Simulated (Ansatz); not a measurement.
CsVBr3 in space group P6_3/mmc (No. 194; Cs on 2d, V on 2a, Br on 6h), the program Ansatz at the r²SCAN level (PAW), all energies at zero smearing, with the estimated change up to a 700 eV cutoff added, with one set of potentials and settings (totals compare only within such a set). Cell of 10 atoms (2 Cs, 2 V, 6 Br): -33979.786 eV.

```
element             reference phase  E (eV/atom)
-------  --------------------------  -----------
Cs       Im-3m, 1 atoms in the cell   -5685.9274
V        Im-3m, 1 atoms in the cell   -2917.0669
Br        Cmce, 4 atoms in the cell   -2792.8603
```

Formation energy per atom, worked out: (-33979.786 − 2×(-5685.9274) − 2×(-2917.0669) − 6×(-2792.8603))/10 = -1.664 eV/atom (-161 kJ per mol of atoms), at 0 K, without zero-point energy or fitted corrections.

The workflow started from a Materials Project entry (that database holds measured and hypothetical structures alike); the Crystallography Open Database files this formula in space group No. 194, but the cells were not matched. Whether it is the stable phase at ambient conditions was not checked. The cell was relaxed with r²SCAN under the symmetry of its start, as lowered by the spin order; its stability against distortions is not shown here. Spin order of the final state: antiferromagnetic, chosen from 5 collinear starts compared on coarse meshes (ties went to the first, and starts can fall back to one state), not a proven ground state. Other orbital occupations within this spin state were not tried. No Hubbard U is applied. The references are the lowest solids computed at this level, not always the standard phases. Scalar-relativistic: spin–orbit coupling is off unless named, which matters more the heavier the elements.

Potentials: the later of the program's two PAW sets.
